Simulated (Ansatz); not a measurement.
TiSi2:
```cif
data_Si8Ti4
_chemical_formula_sum 'Ti4 Si8'
_space_group_name_H-M_alt 'Cmcm'
_space_group_IT_number 63
_space_group_name_Hall '-C 2c 2'
_cell_length_a 3.54605
_cell_length_b 13.56688
_cell_length_c 3.57923
_cell_angle_alpha 90.000
_cell_angle_beta 90.000
_cell_angle_gamma 90.000
loop_
_space_group_symop_operation_xyz
  'x, y, z'
  '-x, -y, -z'
  '-x, -y, z+1/2'
  'x, y, -z+1/2'
  'x, -y, -z'
  '-x, y, z'
  '-x, y, -z+1/2'
  'x, -y, z+1/2'
  'x+1/2, y+1/2, z'
  '-x+1/2, -y+1/2, -z'
  '-x+1/2, -y+1/2, z+1/2'
  'x+1/2, y+1/2, -z+1/2'
  'x+1/2, -y+1/2, -z'
  '-x+1/2, y+1/2, z'
  '-x+1/2, y+1/2, -z+1/2'
  'x+1/2, -y+1/2, z+1/2'
loop_
_atom_site_label
_atom_site_type_symbol
_atom_site_symmetry_multiplicity
_atom_site_Wyckoff_symbol
_atom_site_fract_x
_atom_site_fract_y
_atom_site_fract_z
_atom_site_occupancy
Ti1 Ti 4 c 0.00000 0.10316 0.75000 1
Si1 Si 4 c 0.00000 0.55917 0.25000 1
Si2 Si 4 c 0.00000 0.24972 0.25000 1
```
(The calculation used a cell of 6 atoms; values per cell refer to that cell.)

Relaxed at zero pressure with DFT-PBE in the program Ansatz with PAW potentials.

Question: The volume is lowered by 3 % and shape and atoms relax at that volume. What pressure results, and how do the axes share the change?

Answer: 4.1 GPa; a -0.8 %, b -1.5 %, c -0.7 %; the energy rises by 5 meV/atom.

Question: Give the new structure.

Answer: 
Space group Cmcm (No. 63); a = 3.518 Å, b = 13.358 Å, c = 3.555 Å, α = 90.00°, β = 90.00°, γ = 90.00°

```csv
atom,site,symmetry,x,y,z
Ti,4c,m2m,0.0000,0.1025,0.7500
Si,4c,m2m,0.0000,0.5600,0.2500
Si,4c,m2m,0.0000,0.2496,0.2500
```

The phase is kept; no other phase was compared at this pressure.

Symmetry was held in the PBE relaxation. The run is not spin-polarised.

Potentials: the earlier of the program's two PAW sets.
